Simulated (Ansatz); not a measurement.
Put Ta3TeH2 in P-3m1 (No. 164): Ta on 2d and 1a; Te on 1b; H on 2d. Recipe of this trial structure of Ta3TeH2: close-packed metal layers stacked ABC, with sites between them filled layer by layer (elements of the layers in order: Ta Ta Ta).

Theory: DFT PBE, scalar-relativistic, plane waves, PAW in Ansatz. Cutoff 420 eV, Γ-centred mesh, Gaussian smearing, no spin polarisation.

Formation energies are uncorrected and refer to the elements' standard structures at the same level (H₂ as a molecule).

Question: Give the relaxed lattice parameters and positions.

Answer:

Space group P-3m1 (No. 164). a = 3.279 Å, b = 3.279 Å, c = 8.844 Å, α = 90.00°, β = 90.00°, γ = 120.00°
```json
{"atom": "Ta", "site": "2d", "symmetry": "3m.", "x": "0.6667", "y": "0.3333", "z": "0.7510"}
{"atom": "Ta", "site": "1a", "symmetry": "-3m.", "x": "0.0000", "y": "0.0000", "z": "0.0000"}
{"atom": "Te", "site": "1b", "symmetry": "-3m.", "x": "0.0000", "y": "0.0000", "z": "0.5000"}
{"atom": "H", "site": "2d", "symmetry": "3m.", "x": "0.3333", "y": "0.6667", "z": "0.8592"}
```

Ta on a site of symmetry 3m is surrounded by 3 H at 2.12 Å, 3 Ta at 2.90 Å and 3 Te at 2.92 Å; Ta on a site of symmetry -3m is surrounded by 6 H at 2.27 Å and 6 Ta at 2.90 Å; around Te lie 6 Ta at 2.92 Å and 6 Te at 3.28 Å; around H lie 3 Ta at 2.12 Å and 3 Ta at 2.27 Å. Another local minimum with the same sites may exist.

Question: And its energy and gap?

Answer: The energy over the elements is +0.10 eV/atom and the gap on the 12×12×4 mesh of the 6-atom cell is 0 eV (a metal). It can't be a ground state, since the elements alone are lower.

The last run used Gaussian smearing of 0.10 eV. Spin–orbit coupling, which can matter for Ta and Te, is left out. The cell is a metal run without spin; a magnetic state may lie lower. The reference form of Te is held partly by dispersion forces, which this level lacks. With hydrogen, zero-point motion can shift formation energies by some tens of meV/atom. Symmetry constrained the relaxation, so the result can be a saddle point.
